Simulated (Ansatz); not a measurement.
Several occupations of a hcp lattice at one composition, 4 Al, 2 Mg, 10 Sc. Sites, in fractions of the cell 3.184 -5.515 0.000; 3.184 5.515 0.000; 0.000 0.000 10.189 Å:

| cell | sites |
| --- | --- |
| all | Sc (0.17 0.83 0.88), Sc (0.33 0.17 0.62), Sc (0.33 0.67 0.62), Sc (0.83 0.67 0.62) |
| 1 | Al (0.17 0.33 0.38), Al (0.17 0.33 0.88), Al (0.33 0.17 0.12), Al (0.83 0.17 0.12), Mg (0.17 0.83 0.38), Mg (0.67 0.83 0.38), Sc (0.33 0.67 0.12), Sc (0.67 0.33 0.38), Sc (0.67 0.33 0.88), Sc (0.67 0.83 0.88), Sc (0.83 0.17 0.62), Sc (0.83 0.67 0.12) |
| 2 | Al (0.17 0.33 0.88), Al (0.33 0.67 0.12), Al (0.67 0.33 0.38), Al (0.83 0.67 0.12), Mg (0.33 0.17 0.12), Mg (0.67 0.83 0.38), Sc (0.17 0.33 0.38), Sc (0.17 0.83 0.38), Sc (0.67 0.33 0.88), Sc (0.67 0.83 0.88), Sc (0.83 0.17 0.12), Sc (0.83 0.17 0.62) |
| 3 | Al (0.17 0.33 0.38), Al (0.67 0.33 0.38), Al (0.67 0.83 0.38), Al (0.83 0.17 0.62), Mg (0.67 0.33 0.88), Mg (0.67 0.83 0.88), Sc (0.17 0.33 0.88), Sc (0.17 0.83 0.38), Sc (0.33 0.17 0.12), Sc (0.33 0.67 0.12), Sc (0.83 0.17 0.12), Sc (0.83 0.67 0.12) |

Each was relaxed without symmetry on coarser meshes and computed once more. Method: DFT r2SCAN, scalar-relativistic, plane waves, PAW (Ansatz 0.2.0).

Plane waves to 500 eV, a k mesh through Γ of 6×6×4 on the computed 16-atom cell and Gaussian smearing (0.10 eV); no spin polarisation.

Warren–Cowley parameters of the first shell of the sublattice with most elements (negative: unlike neighbours preferred):
```tsv
cell	Al-Sc	Mg-Sc	Al-Mg
1	0.00	0.07	0.00
2	0.00	0.07	-0.67
3	0.07	-0.20	0.67
```

Forces of up to 0.07 eV/Å remain on the final mesh.

Problem. Which occupation is lowest in energy, and by how much?

Solution. Cell 2.
```json
{"cell": "2", "E − E(lowest) (meV/atom)": "0.0", "V (Å³/atom)": "21.84"}
{"cell": "1", "E − E(lowest) (meV/atom)": "74.6", "V (Å³/atom)": "21.92"}
{"cell": "3", "E − E(lowest) (meV/atom)": "112.6", "V (Å³/atom)": "22.24"}
```

Cost: 6 runs of about 39 core-minutes in all (earlier runs that led there not counted), on Intel Xeon 6975P-C (Granite Rapids) (shared hosts).